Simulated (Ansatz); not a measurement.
## Relaxing a structure of SnSe

The start is a generated trial cell of SnSe in the 4H structure type. Cell shape, volume and atoms are optimised at zero target pressure with r2SCAN (plane waves to 500 eV, PAW, scalar-relativistic; Ansatz, a quantum-chemistry and plane-wave program). The first steps use a 8×8×3 k-mesh.

Initial structure:
```yaml
crystal:
  lattice:
    - [4.54457, 0.00000, 0.00000]
    - [-2.27229, 3.93572, 0.00000]
    - [0.00000, 0.00000, 14.87777]
  atoms:
    - { symbol: Sn, position: [0.00000, 0.00000, 0.00000] }
    - { symbol: Sn, position: [0.00000, 0.00000, 0.50000] }
    - { symbol: Sn, position: [0.66667, 0.33333, 0.75018] }
    - { symbol: Sn, position: [0.33333, 0.66667, 0.25018] }
    - { symbol: Se, position: [0.00000, 0.00000, 0.81216] }
    - { symbol: Se, position: [0.00000, 0.00000, 0.31216] }
    - { symbol: Se, position: [0.66667, 0.33333, 0.56329] }
    - { symbol: Se, position: [0.33333, 0.66667, 0.06329] }
```

Initial pressure: +5.4 GPa (positive: the cell is compressed)
Outcome: The space group stays P6₃mc (No. 186) (the run could not lower it), with 8 atoms in the primitive cell
Energy released: 0.20 eV/atom
Shortest distances (start → end): The closest pairs of elements (up to four, under 3.6 Å), start → end: Se–Sn 2.78 → 2.76 Å
Band gap at the end: 0.70 eV, indirect (valence top at K, conduction bottom at 57 % of the way from K to Γ) (no spin-orbit coupling)
Optimiser moves: 12

No spin polarisation in the result.

The run could not lose the symmetry of its start, so the end can be a saddle point.

The relaxed structure here is a generated cell of SnSe: the first start was made by placing the elements on the sites of a structure type, and the end was not matched to a known phase here, so it may be hypothetical. Known forms of SnSe include space group No. 62.
